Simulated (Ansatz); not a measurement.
GaP:
```xyz
2
Lattice="0.0000 2.5787 2.5787 2.5787 0.0000 2.5787 2.5787 2.5787 0.0000" Properties=species:S:1:pos:R:3 pbc="T T T"
Ga     0.0000     0.0000     0.0000
P      2.5787     2.5787     2.5787
```

Relaxed with PBE. Special points in fractions of this cell's reciprocal vectors: Γ (0.000, 0.000, 0.000); X (0.500, 0.000, 0.500); U (0.625, 0.250, 0.625); K (0.375, 0.375, 0.750); L (0.500, 0.500, 0.500); W (0.500, 0.250, 0.750).

List the band energies nearest the Fermi level at these points for DFT-PBE with spin–orbit coupling in the program Ansatz with PAW potentials.

In eV from the Fermi level; about four levels below and three above (degenerate sets whole), none deeper than 8.9 eV; points with the same levels are listed once.

```json
[
 {"k": "Γ", "below": "-0.08 -0.08", "above": "0.03 0.03 0.03 0.03"},
 {"k": "X", "below": "-2.70 -2.70 -2.63 -2.63", "above": "3.39 3.39 10.80 10.80"},
 {"k": "U", "below": "-1.97 -1.97 -0.21 -0.21", "above": "5.86 5.86 7.17 7.17"},
 {"k": "L", "below": "-7.81 -7.81", "above": "0.15 0.15 0.18 0.18"},
 {"k": "W", "below": "-4.63 -4.63 -4.61 -4.61", "above": "2.56 2.56 4.58 4.58"}
]
```

Space group Fm-3m (rock salt). The start of the workflow was typed in or built on a structure type; neither database checked (COD, Materials Project) lists it. It is not the phase usual at ambient conditions (space group No. 216). Symmetry was held in the PBE relaxation; whether a distortion lowers the energy is not shown.

Potentials: the later of the program's two PAW sets.
